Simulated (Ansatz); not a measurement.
Sn (beta-Sn type, space group I4_1/amd)

```
CELL_PARAMETERS angstrom
     -2.97350     2.97350     1.60615
      2.97350    -2.97350     1.60615
      2.97350     2.97350    -1.60615
ATOMIC_POSITIONS crystal
  Sn 0.75000 0.25000 0.50000
  Sn 0.00000 0.00000 0.00000
```

Two coordinates are scanned: the volume, and the ratio of the stretch along z (the conventional c axis) to the stretch across it. Atoms keep their fractional coordinates.

Method: PBE (plane waves to 420 eV, PAW, scalar-relativistic; Ansatz, an electronic-structure program). k mesh 16×16×16 (Γ-centred), Fermi-Dirac smearing 0.05 eV. Compression counts positive. With partly filled bands, the response to shear is sensitive to the k mesh, so small differences along c/a are uncertain. Sn was relaxed with its symmetry unable to fall.

At one point of the scan the stress tensor (GPa) is:

```
    3.1      0.0      0.0
    0.0      3.1      0.0
    0.0      0.0     -1.7
```

Which point is it?
A) V/V₀ = 1.000, (c/a)/(c/a)₀ = 1.120
B) V/V₀ = 0.960, (c/a)/(c/a)₀ = 1.120
C) V/V₀ = 0.987, (c/a)/(c/a)₀ = 1.120
D) V/V₀ = 1.013, (c/a)/(c/a)₀ = 1.120

C, V/V₀ = 0.987, (c/a)/(c/a)₀ = 1.120

(A scan under strain: stresses follow from slopes of the energy per volume, elastic moduli from its curvatures.)
